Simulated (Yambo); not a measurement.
A BSE run in Yambo for YSF (space group P6_3/mmc, No. 194) (PBEsol bands; 6×6×2 mesh, 11 valence and 14 conduction bands, static screening with 135 bands and a 3 Ry block, scissor 1.85 eV, Tamm-Dancoff; field along x) gives:

```
state  energy (eV)  states within 2 meV  relative strength   class
-----  -----------  -------------------  -----------------  ------
1             4.49                    1             < 0.01    dark
2             4.51                    1             < 0.01    dark
3             4.54                    2               1.00  strong
4             4.58                    2             < 0.01    dark
5             4.64                    2             < 0.01    dark
```

Axes are Cartesian, with cell vectors (Å) (4.03, 0.00, 0.00), (-2.02, 3.49, 0.00), (0.00, 0.00, 16.72).

Task: What changes when the window shrinks to 8 valence and 8 conduction bands?

Result: The lowest state goes from 4.486 eV to 4.497 eV, and its distance below the direct gap from 0.516 eV to 0.505 eV. These are vertical excitations (zero momentum); the indirect quasiparticle gap, about 4.29 eV, is smaller than the direct one (5.07 eV on the GW mesh). The scissor comes from a G0W0 run whose convergence isn't established.

Geometry of the Materials Project entry, not relaxed at this level; primitive cell a = 4.032 Å, b = 4.032 Å, c = 16.720 Å, α = 90.00°, β = 90.00°, γ = 120.00°.
